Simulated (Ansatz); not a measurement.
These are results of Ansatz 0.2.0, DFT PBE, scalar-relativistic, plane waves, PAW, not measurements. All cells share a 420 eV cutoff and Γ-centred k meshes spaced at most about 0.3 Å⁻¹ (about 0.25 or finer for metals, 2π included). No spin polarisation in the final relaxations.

All energies are static (0 K, no zero-point motion). All come from trial cells, and lower structures may exist.

Problem. These unrelaxed guesses for Ge3Te2S are each relaxed within their symmetry. Order them by the energy at which they end, lowest first.
A.

```
CELL_PARAMETERS angstrom
6.20513 0.00000 0.00000
-3.10256 5.37380 0.00000
0.00000 0.00000 4.58299
ATOMIC_POSITIONS crystal
Ge 0.00000 0.50000 0.99502
Ge 0.50000 0.00000 0.99502
Ge 0.50000 0.50000 0.99502
Te 0.66667 0.33333 0.49615
Te 0.33333 0.66667 0.49615
S 0.00000 0.00000 0.19263
```

B.

```
CELL_PARAMETERS angstrom
3.98309 0.00000 0.00000
0.00000 3.98309 0.00000
0.00000 0.00000 8.65447
ATOMIC_POSITIONS crystal
Ge 0.50000 0.00000 0.62505
Ge 0.00000 0.50000 0.37495
Ge 0.50000 0.50000 0.00000
Te 0.50000 0.00000 0.26261
Te 0.00000 0.50000 0.73739
S 0.00000 0.00000 0.00000
```

C.

```
CELL_PARAMETERS angstrom
4.42139 0.00000 0.00000
-2.21070 3.82904 0.00000
0.00000 0.00000 8.84643
ATOMIC_POSITIONS crystal
Ge 0.33333 0.66667 0.00000
Ge 0.66667 0.33333 0.00000
Ge 0.00000 0.00000 0.50000
Te 0.33333 0.66667 0.50000
Te 0.66667 0.33333 0.50000
S 0.00000 0.00000 0.00000
```

D.

```
CELL_PARAMETERS angstrom
3.47229 2.00473 4.46196
-3.47229 2.00473 4.46196
0.00000 -4.00945 4.46196
ATOMIC_POSITIONS crystal
Ge 0.00000 0.00000 0.50000
Ge 0.50000 0.00000 0.00000
Ge 0.00000 0.50000 0.00000
Te 0.15115 0.15115 0.15115
Te 0.84885 0.84885 0.84885
S 0.00000 0.00000 0.00000
```

Solution. B (ends in P-4m2, 0 meV/atom), D (ends in R-3m, 92 meV/atom), C (ends in P6/mmm, 144 meV/atom), A (ends in P6mm, 172 meV/atom). Even the lowest end lies +0.13 eV/atom against the elements.

Weakly bound directions are ill-defined at this level, which has no dispersion term (P-4m2, P6mm), and this can change margins and order among such cells. Spin–orbit coupling, which can matter for Te, is left out. Cells relaxed within their symmetry can be saddle points. Some structure types and database cells were kept out of the candidates from the start, so a known form may be missing.
